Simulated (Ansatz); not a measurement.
Ti$_{2}$P:
```yaml
crystal:
  lattice:
    - [1.75955, 1.01588, 4.34343]
    - [-1.75955, 1.01588, 4.34343]
    - [0.00000, -2.03175, 4.34343]
  atoms:
    - { symbol: Ti, position: [0.75936, 0.75936, 0.75936] }
    - { symbol: Ti, position: [0.24064, 0.24064, 0.24064] }
    - { symbol: P, position: [0.00000, 0.00000, 0.00000] }
```

Relaxed with LDA.

Question: Decompose the optical modes at the zone centre into irreducible representations, and say which are infrared and Raman allowed.

Answer: Point group -3m: Γ_opt = A1g + A2u + Eg + Eu. Infrared: A2u, Eu. Raman: A1g, Eg.

Question: Assign frequencies (DFPT, LDA (plane waves, PAW; program Ansatz)).

Answer: Eg 263, A1g 295, A2u 368, Eu 467 cm⁻¹.

Space group R-3m. The start of the workflow was typed in or built on a structure type; neither database checked (COD, Materials Project) lists it. COD files the formula under space group No. 189. Its standing as an ambient phase is unchecked. The LDA relaxation kept the symmetry of its start; its stability against distortions is not shown here. No spin polarisation was allowed. The volume moved by -38 % from the start of the relaxation. As this level gives no gap, phonon frequencies hold no LO–TO term and depend on the k-mesh and smearing (Fermi–Dirac, 0.1 eV here).

Potentials: the earlier of the program's two PAW sets. The files were generated under PBE; for other functionals the program regenerates the frozen cores, and for LDA and PBEsol the local potential too.
